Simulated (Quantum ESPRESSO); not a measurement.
B4CP2Se, input and log of a self-consistent run

A calculation, not a measurement. The program is pw.x of Quantum ESPRESSO 7.5 (plane-wave density functional theory). The cell is made up: 8 atoms on a zincblende/diamond lattice, with randomly drawn elements, strain and displacements, not relaxed. PseudoDojo standard norm-conserving files (v0.5 for PBE, v0.4.1 for LDA and PBEsol) set the functional; there is no spin polarisation, spin-orbit coupling or dispersion term, and the masses in the input are unused placeholders.

Input:

```
&control calculation='scf', pseudo_dir='./dojo.nc.sr.pbe.v0_5.standard.upf', outdir='./o', disk_io='medium', tprnfor=.true., tstress=.true. /
&system ibrav=0, nat=8, ntyp=4, nbnd=31, ecutwfc=85.99341389, nosym=.true., tot_charge=0,
 occupations='smearing', smearing='fd', degauss=0.0073498644
/
&electrons conv_thr=7.350e-09, electron_maxstep=60, /
ATOMIC_SPECIES
B 1.0 B.upf
C 1.0 C.upf
P 1.0 P.upf
Se 1.0 Se.upf
CELL_PARAMETERS angstrom
4.7317 -0.0043 0.017
-0.0043 4.5913 -0.0172
0.017 -0.0172 4.7057
ATOMIC_POSITIONS angstrom
B -0.0137 0.0762 0.036
B 0.0085 2.2453 2.3555
B 2.3756 -0.0151 2.3929
B 2.3733 2.2489 0.0264
C 1.2015 1.089 1.0967
P 1.2562 3.3858 3.5712
Se 3.5883 1.1195 3.5007
P 3.5453 3.4734 1.1477
K_POINTS automatic
6 6 6 1 1 1
```

The log is shortened where brackets say so; the opening notice, blank lines, dates and the lines on written files are dropped, and the path of the files is cut. It prints rydbergs, bohrs and kilobars, and counts compression as positive stress.

```
     Program PWSCF v.7.5
     Parallel version (MPI & OpenMP), running on       1 processor cores
     Number of MPI processes:                 1
     Threads/MPI process:                     1
     [start-up lines left out]
     bravais-lattice index     =            0
     lattice parameter (alat)  =       8.9417  a.u.
     unit-cell volume          =     689.8613 (a.u.)^3
     number of atoms/cell      =            8
     number of atomic types    =            4
     number of electrons       =        42.00
     number of Kohn-Sham states=           31
     kinetic-energy cutoff     =      85.9934  Ry
     charge density cutoff     =     343.9737  Ry
     scf convergence threshold =      7.3E-09
     mixing beta               =       0.7000
     number of iterations used =            8  plain     mixing
     Exchange-correlation= PBE
                           (   1   4   3   4   0   0   0)
     [axes and pseudopotential details left out]
   Cartesian axes
     site n.     atom                  positions (alat units)
         1        B      tau(   1) = (  -0.0028953   0.0161040   0.0076082  )
         2        B      tau(   2) = (   0.0017964   0.4745196   0.4978092  )
         3        B      tau(   3) = (   0.5020571  -0.0031912   0.5057133  )
         4        B      tau(   4) = (   0.5015710   0.4752805   0.0055794  )
         5        C      tau(   5) = (   0.2539239   0.2301483   0.2317756  )
         6        P      tau(   6) = (   0.2654842   0.7155519   0.7547341  )
         7        Se     tau(   7) = (   0.7583480   0.2365941   0.7398347  )
         8        P      tau(   8) = (   0.7492604   0.7340652   0.2425539  )
     number of k points=   108  Fermi-Dirac smearing, width (Ry)=  0.0073
     Number of k-points >= 100: set verbosity='high' to print them.
     Dense  grid:    74363 G-vectors     FFT dimensions: (  54,  54,  54)
     Estimated max dynamical RAM per process >      90.01 MB
     Initial potential from superposition of free atoms
     starting charge      41.9986, renormalised to      42.0000
     Starting wfcs are   37 randomized atomic wfcs
     total cpu time spent up to now is       20.5 secs
     per-process dynamical memory:    61.1 Mb
     Self-consistent Calculation
     iteration #  1     ecut=    85.99 Ry     beta= 0.70
     Davidson diagonalization with overlap
     ethr =  1.00E-02,  avg # of iterations =  3.7
     total cpu time spent up to now is       74.8 secs
     total energy              =    -305.38864122 Ry
     estimated scf accuracy    <       0.52384719 Ry
     iteration #  2     ecut=    85.99 Ry     beta= 0.70
     Davidson diagonalization with overlap
     ethr =  1.25E-03,  avg # of iterations =  5.2
     total cpu time spent up to now is      126.5 secs
     total energy              =    -305.42798417 Ry
     estimated scf accuracy    <       0.54762534 Ry
     iteration #  3     ecut=    85.99 Ry     beta= 0.70
     Davidson diagonalization with overlap
     ethr =  1.25E-03,  avg # of iterations =  2.1
     total cpu time spent up to now is      162.8 secs
     total energy              =    -305.55806962 Ry
     estimated scf accuracy    <       0.05183186 Ry
     iteration #  4     ecut=    85.99 Ry     beta= 0.70
     Davidson diagonalization with overlap
     ethr =  1.23E-04,  avg # of iterations =  5.5
     total cpu time spent up to now is      203.1 secs
     total energy              =    -305.56827784 Ry
     estimated scf accuracy    <       0.00229923 Ry
     iteration #  5     ecut=    85.99 Ry     beta= 0.70
     Davidson diagonalization with overlap
     c_bands:  1 eigenvalues not converged
     c_bands:  1 eigenvalues not converged
     c_bands:  1 eigenvalues not converged
     c_bands:  1 eigenvalues not converged
     c_bands:  1 eigenvalues not converged
     c_bands:  1 eigenvalues not converged
     c_bands:  1 eigenvalues not converged
     ethr =  5.47E-06,  avg # of iterations =  9.8
     total cpu time spent up to now is      257.8 secs
     total energy              =    -305.56882264 Ry
     estimated scf accuracy    <       0.00048951 Ry
     iteration #  6     ecut=    85.99 Ry     beta= 0.70
     Davidson diagonalization with overlap
     ethr =  1.17E-06,  avg # of iterations =  3.2
     total cpu time spent up to now is      301.2 secs
     total energy              =    -305.56893942 Ry
     estimated scf accuracy    <       0.00002097 Ry
     iteration #  7     ecut=    85.99 Ry     beta= 0.70
     Davidson diagonalization with overlap
     ethr =  4.99E-08,  avg # of iterations =  3.4
     total cpu time spent up to now is      351.9 secs
     total energy              =    -305.56894581 Ry
     estimated scf accuracy    <       0.00000329 Ry
     iteration #  8     ecut=    85.99 Ry     beta= 0.70
     Davidson diagonalization with overlap
     ethr =  7.83E-09,  avg # of iterations =  2.3
     total cpu time spent up to now is      401.0 secs
     total energy              =    -305.56894639 Ry
     estimated scf accuracy    <       0.00000049 Ry
     iteration #  9     ecut=    85.99 Ry     beta= 0.70
     Davidson diagonalization with overlap
     ethr =  1.17E-09,  avg # of iterations =  2.6
     total cpu time spent up to now is      452.9 secs
     total energy              =    -305.56894652 Ry
     estimated scf accuracy    <       0.00000003 Ry
     iteration # 10     ecut=    85.99 Ry     beta= 0.70
     Davidson diagonalization with overlap
     ethr =  8.21E-11,  avg # of iterations =  4.1
     total cpu time spent up to now is      510.0 secs
     total energy              =    -305.56894653 Ry
     estimated scf accuracy    <       0.00000001 Ry
     iteration # 11     ecut=    85.99 Ry     beta= 0.70
     Davidson diagonalization with overlap
     ethr =  2.54E-11,  avg # of iterations =  2.0
     total cpu time spent up to now is      557.9 secs
     End of self-consistent calculation
     [lines on levels left out]
!    total energy              =    -305.56894653 Ry
     estimated scf accuracy    <          7.2E-10 Ry
     smearing contrib. (-TS)   =      -0.00005202 Ry
     internal energy E=F+TS    =    -305.56889451 Ry
     The total energy is F=E-TS. E is the sum of the following terms:
     one-electron contribution =    -151.39178635 Ry
     hartree contribution      =      91.74041961 Ry
     xc contribution           =     -70.07182235 Ry
     ewald contribution        =    -175.84570542 Ry
     convergence has been achieved in  11 iterations
     Forces acting on atoms (cartesian axes, Ry/au):
     atom    1 type  1   force =     0.13150035   -0.03076710    0.07493100
     atom    2 type  1   force =     0.10915806    0.03616004   -0.11153372
     atom    3 type  1   force =    -0.08525734   -0.01889859   -0.10927628
     atom    4 type  1   force =    -0.08525824   -0.00662423    0.07972146
     atom    5 type  2   force =    -0.01410385    0.02329650    0.02648113
     atom    6 type  3   force =    -0.04843843    0.01709950   -0.02089179
     atom    7 type  4   force =    -0.01563742    0.00786566    0.02237485
     atom    8 type  3   force =     0.00803688   -0.02813180    0.03819335
     Total force =     0.300652     Total SCF correction =     0.000069
     Computing stress (Cartesian axis) and pressure
          total   stress  (Ry/bohr**3)                   (kbar)     P=     -175.33
  -0.00141673  -0.00003550  -0.00009643         -208.41       -5.22      -14.18
  -0.00003550  -0.00087774   0.00002082           -5.22     -129.12        3.06
  -0.00009643   0.00002082  -0.00128109          -14.18        3.06     -188.46
     init_run     :     17.09s CPU     20.37s WALL (       1 calls)
     electrons    :    500.69s CPU    537.42s WALL (       1 calls)
     forces       :      8.30s CPU      8.42s WALL (       1 calls)
     stress       :     32.16s CPU     32.33s WALL (       1 calls)
     [timing details left out]
     PWSCF        :   9m18.63s CPU  10m 0.23s WALL
     JOB DONE.
```

In other units: free energy -4157.477 eV for the cell, pressure -17.53 GPa, largest force component 3.381 eV/Å. A rerun of a related cell, with the same atoms placed differently, at 1467 eV and a 8 x 8 x 8 mesh moved values by no more than 0.002 eV in energy, 0.02 GPa in stress and 0.002 eV/Å in force.